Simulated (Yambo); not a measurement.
Yambo run on Na$_{2}$NiO$_{2}$ (space group Cmc2_1, No. 36). The wavefunctions are PBEsol (pw.x of Quantum ESPRESSO, ONCV potentials, scalar-relativistic) ones on a 4×4×1 mesh (48 occupied bands); a = b = 5.3054 Å, c = 8.3011 Å, α = β = 90.00°, γ = 148.67°.

Yambo input:

```
rim_cut
gw0
dyson
el_el_corr
HF_and_locXC
cohsex
em1s
RandQpts= 1000000
RandGvec= 1 Ry
EXXRLvcs= 98 Ry
VXCRLvcs= 392 Ry
Chimod= "HARTREE"
% BndsRnXs
 13 | 201 |
%
NGsBlkXs= 7 Ry
% LongDrXs
 1.0 | 1.0 | 1.0 |
%
ExtendOut
% QPkrange
 4 | 4 | 48 | 49 |
 5 | 5 | 49 | 49 |
 7 | 7 | 48 | 48 |
%
```

k points by index: 4 = (0.25, 0.25, 0), 5 = (0.25, -0.5, 0), 7 = (-0.5, -0.5, 0).

Resulting energies as the program prints them:

```
#    K-point    Band    Eo [eV]    E [eV]    E-Eo [eV]    Vxc [eV]    Vnlxc [eV]    Sc|Eo [eV]    Re(Z)    Im(Z)
#
    4    48    -0.048863    -1.788713    -1.739850    -27.98424    -35.59342    5.869338    1.000000    0.000000
    4    49    0.965491    1.788156    0.822666    -27.42370    -21.43537    -5.165668    1.000000    0.000000
    5    49    0.605345    1.292588    0.687243    -27.03195    -21.50578    -4.838927    1.000000    0.000000
    7    48    0.000000    -1.718921    -1.718921    -28.56327    -36.32860    6.046407    1.000000    0.000000
```
(The two width columns are left out.) Convergence of these settings isn't established.

Geometry of the Materials Project entry, not relaxed at this level.

The runs are not spin-polarised; magnetic order was not tried.
